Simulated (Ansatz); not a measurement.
## Phonon spectrum of LiSm

These are results of Ansatz 0.2.0, DFT PBE, scalar-relativistic, plane waves, PAW, and for the lanthanide a 4f-in-core norm-conserving potential, not measurements. Cutoff 690 eV, 12×12×6 k-points (Γ-centred), Fermi-Dirac smearing of 0.15 eV. No spin polarisation. Phonons by linear response, acoustic sum rule imposed.

Relaxed structure:
```
Li Sm
1.0
     3.65920    0.00000    0.00000
     0.00000    3.65920    0.00000
     0.00000    0.00000    8.06958
Li Sm
2 2
Direct
  0.00000 0.50000 0.58303
  0.50000 0.00000 0.41697
  0.00000 0.50000 0.14887
  0.50000 0.00000 0.85113
```

The structure comes from a generated guess, relaxed at this level; another structure or a mixture of phases may lie lower. In a metal, frequencies and elastic constants depend on the k mesh and the smearing, soft modes and shear constants most. The q mesh is coarse, so values between its points are rough.

Force constants from linear response on a 2×2×1 q mesh.

**Question.** Is the structure dynamically stable on this mesh?

**Answer.** Yes, on this mesh: no mode is imaginary.

**Question.** Give the frequencies (cm⁻¹; i marks imaginary ones) at the irreducible q points, in fractions of the reciprocal vectors.

**Answer.**
```json
{"q": "0.000 0.000 0.000", "star": "1", "frequencies": "0 0 0 79 79 98 165 165 210 283 322 322"}
{"q": "0.000 -0.500 0.000", "star": "2", "frequencies": "53 53 54 54 94 94 182 182 259 259 289 289"}
{"q": "-0.500 -0.500 0.000", "star": "1", "frequencies": "71 71 78 78 104 104 159 159 262 262 299 299"}
```

The lanthanide is trivalent by construction, without f bands, f moments or other valences.
